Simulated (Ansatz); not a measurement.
SiGeC2 (P-4m2), relaxed and computed with several functionals in Ansatz (plane waves, PAW).

| functional | a (Å) | c (Å) | V (Å³/atom) | gap (eV) | ΔH_f (eV/atom) | B₀ by P(V) fit (GPa) |
|---|---|---|---|---|---|---|
| PBE | 3.178 | 4.487 | 11.33 | 1.50 | 0.13 | 192 |
| PBEsol | 3.156 | 4.453 | 11.09 | 1.38 | 0.06 | 203 |
| r²SCAN | … | … | … | … | … | … |

Task: Some entries are withheld; supply them.

Result: 
- r²SCAN, a (Å): 3.156
- r²SCAN, c (Å): 4.456
- r²SCAN, V (Å³/atom): 11.10
- r²SCAN, gap (eV): 1.80
- r²SCAN, ΔH_f (eV/atom): 0.04
- r²SCAN, B₀ by P(V) fit (GPa): 208

Typed or built starts, not in the databases checked: SiGeC2, P-4m2 (Ge on 1c, Si on 1a, C on 2g). All cells were relaxed under the symmetry of their starts (and spin orders); stability against distortions was not tested throughout. Spin–orbit coupling is left out wherever it is not named.

Potentials: the later of the program's two PAW sets.

Ansatz (a quantum-chemistry and plane-wave program) is a plane-wave DFT program.

Formation energies count from the lowest solids of the elements computed at the same level, not from gases.
